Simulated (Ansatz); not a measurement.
Be$_{2}$C (fluorite or antifluorite type, space group No. 225), a = 4.311 Å, b = 4.311 Å, c = 4.311 Å, α = 90.00°, β = 90.00°, γ = 90.00°; the cell used has 3 atoms.

Relaxed with PBEsol.

Tabulate the valence density and the electron localisation function along the shortest Be–Be contact (2.16 Å), PBEsol in the plane-wave PAW code Ansatz.



| distance from Be (Å) | density (e/Å³) | ELF |
|---|---|---|
| 0.22 | 0.11 | 0.00 |
| 0.32 | 0.16 | 0.01 |
| 0.43 | 0.21 | 0.04 |
| 0.54 | 0.25 | 0.11 |
| 0.65 | 0.27 | 0.22 |
| 0.75 | 0.28 | 0.31 |
| 0.86 | 0.29 | 0.36 |
| 0.97 | 0.29 | 0.39 |
| 1.08 | 0.29 | 0.40 |
| 1.19 | 0.29 | 0.39 |
| 1.29 | 0.29 | 0.36 |
| 1.40 | 0.28 | 0.31 |
| 1.51 | 0.27 | 0.22 |
| 1.62 | 0.25 | 0.11 |
| 1.72 | 0.21 | 0.04 |
| 1.83 | 0.16 | 0.01 |
| 1.94 | 0.11 | 0.00 |

The density is the valence pseudo-density with augmentation charge, so density and ELF within about 1 Å of a nucleus are not all-electron values.

Space group Fm-3m (fluorite or antifluorite type). The PBEsol relaxation kept the symmetry of its start.

Potentials: the later of the program's two PAW sets.
